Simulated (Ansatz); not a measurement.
NaCl: computed property card

NaCl:
```
NaCl
1.0
    6.68571     0.00000     0.00000
   -3.34285     5.78999     0.00000
    0.00000     0.00000     7.01707
Na Cl
6 6
Cartesian
 -2.22882   3.86043   3.50854
  4.45764   0.00000   3.50854
  1.11403   1.92956   3.50854
 -1.11455   1.93046   0.00000
  2.22910   0.00000   0.00000
  2.22830   3.85953   0.00000
  3.34285   1.93000   1.75448
  3.34285   1.93000   5.26260
  0.00000   3.85999   1.75448
  0.00000   3.85999   5.26260
  0.00000   0.00000   5.26321
  0.00000   0.00000   1.75386
```

Space group P6_3/mmc (No. 194), NiAs type; conventional cell a = b = 3.8600 Å, c = 7.0171 Å, α = β = 90.00°, γ = 120.00°.

Method: r²SCAN in the plane-wave PAW code Ansatz. Structure relaxed to zero pressure with the same functional. Other levels are named where they apply.

### Cell and energy

* **Volume per atom**: 22.64 Å³
* **Density**: 2.14 g/cm³
* **Formation energy from the elements (no fitted shifts)**: -1.98 eV/atom

### Electronic structure

Band gap: 5.24 eV (direct)
Valence-band maximum: at Γ
Conduction-band minimum: at Γ
Electron effective mass: 0.41 mₑ (isotropic)
HSE06 gap on the r²SCAN cell: 5.86 eV

### Mechanics

Bulk modulus (Birch–Murnaghan fit): 25.7 GPa
Pressure derivative B′: 4.6
Mechanical stability: stable (all eigenvalues of C positive)
Hill bulk and shear moduli: 26.1 and 13.9 GPa
Young's modulus: 35.5 GPa
Poisson's ratio: 0.27
Debye temperature from the elastic constants: 299 K

### Charges

Bader charges: Na +0.89, Cl -0.89 e

The first step of the workflow began from a Materials Project structure, measured or hypothetical; the Crystallography Open Database copy checked does not list it. It is not the phase usual at ambient conditions (space group No. 225). The cell was relaxed with r²SCAN under the symmetry of its start; its stability against distortions is not shown here. Point labels and valley counts follow the cell and symmetry of the run, lower than the named group. The references are the lowest solids computed at this level, not always the standard phases (solids in place of the gases).

Potentials: the later of the program's two PAW sets.
